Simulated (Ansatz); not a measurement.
C in space group P6_122 (No. 178; C on 6b) at seven volumes, the program Ansatz at the r²SCAN level (PAW), shape and atoms relaxed at each. One row is withheld.

```
V (Å³/atom)  P (GPa)
-----------  -------
5.604          45.16
5.788          27.94
5.973              ?
6.158           0.01
6.342         -11.27
6.527         -21.06
6.712         -29.54
```

**Question.** Fit the shown pressures and predict the withheld one.

**Answer.** Third-order Birch–Murnaghan: P = (3/2)B₀(x^(7/2) − x^(5/2))[1 + (3/4)(B′ − 4)(x − 1)] with x = (V₀/V)^(2/3). Least squares on the six rows gives V₀ = 6.158 Å³/atom, B₀ = 402.5 GPa, B′ = 3.72. At V = 5.973, x = 1.0205 and P = 12.99 GPa. The run itself gave 12.99 GPa.

The start of the workflow was typed in or built on a structure type; neither database checked (COD, Materials Project) lists it. It is not the phase usual at ambient conditions (space group No. 194, 227). The cell was relaxed with r²SCAN under the symmetry of its start; whether a distortion lowers the energy is not shown.

Potentials: the earlier of the program's two PAW sets.
